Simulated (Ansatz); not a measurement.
BAs in space group P-6m2 (No. 187; B on 1a, As on 1f) under volume change, DFT-r²SCAN in the program Ansatz with PAW potentials, shape and atoms relaxed at each volume.

```csv
V (Å³/atom),E − E(relaxed) (meV/atom),P (GPa)
11.572,45.3,13.79
11.953,19.0,8.44
12.335,4.5,3.88
12.716,0.0,0.00
13.098,4.0,-3.24
13.479,15.1,-6.04
13.861,32.5,-8.50
```

Problem. What does a third-order Birch–Murnaghan fit give for V₀, B₀ and B′?

Solution. V₀ = 12.72 Å³/atom, B₀ = 119 GPa, B′ = 4.3.

The cell is a constructed one: a structure type filled with these elements; neither database checked (COD, Materials Project) lists it. It is not the phase usual at ambient conditions (space group No. 216). Symmetry was held in the r²SCAN relaxation; whether a distortion lowers the energy is not shown.

Potentials: the later of the program's two PAW sets.
